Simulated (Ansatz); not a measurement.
**Notes on Ca5Zn3**

```xyz
16
Lattice="8.4419 0.0000 0.0000 -4.2210 7.3109 0.0000 0.0000 0.0000 6.5670" Properties=species:S:1:pos:R:3 pbc="T T T"
Ca    2.1316    0.0000    1.6417
Ca    1.0658    1.8460    4.9252
Ca   -1.0658    1.8460    1.6417
Ca    6.3103    0.0000    4.9252
Ca    3.1552    5.4649    1.6417
Ca   -3.1552    5.4649    4.9252
Zn    5.1571    0.0000    1.6417
Zn    2.5785    4.4662    4.9252
Zn   -2.5785    4.4662    1.6417
Zn    3.2848    0.0000    4.9252
Zn    1.6424    2.8448    1.6417
Zn   -1.6424    2.8448    4.9252
Ca   -0.0004    4.8742    0.0000
Ca    4.2205    2.4367    3.2835
Ca    4.2214    2.4367    0.0000
Ca    0.0004    4.8742    3.2835
```

Method: r2SCAN, no spin polarisation; PAW, plane waves to 500 eV, 5×5×5 Γ-centred mesh, fermi-dirac occupations (width 0.0742 eV) (Ansatz 0.2.0), atoms fixed.

(1) How is the charge shared?

(2) What is the formation energy?

(3) Is the cell too large or too small?

(4) What do density and ELF say about some of the short contacts?

(5) Where is the largest force?

(6) Is there a gap?

Origin: a known structure type with other elements, at an estimated volume, so it need not be a known compound.

Results:

(1) Bader charges in e: Ca +1.18, Zn -1.96. In the mean Ca gives up most and Zn takes most.

(2) -0.04 eV an atom against the elements' usual phases (free molecules for gases, crystals otherwise, with no correction for O₂ or N₂), too near zero to call. Relaxing would lower it.

(3) The pressure is 6.9 GPa (compression positive), so with the atoms held at these fractions the cell would first expand. The principal stresses 4.8, 7.9, 7.9 GPa differ, so its shape would change too.

(4) Ca–Zn at 2.89 Å: least valence density 0.15 e/Å³ and ELF 0.13 there. Ca–Ca at 3.28 Å: least valence density 0.08 e/Å³ and ELF 0.10 there. These are pseudo-fields; inside the PAW spheres they differ from the all-electron ones.

(5) The largest is on Zn9 (and as large on other atoms): 0.37 eV/Å, components (0.19, -0.32, 0.00). It makes 140° with the line to a nearest neighbour, Ca5 at 2.89 Å, pointing away from it.

(6) It is a metal, with about 14 states/eV a cell as the mean within 0.25 eV of the Fermi level.
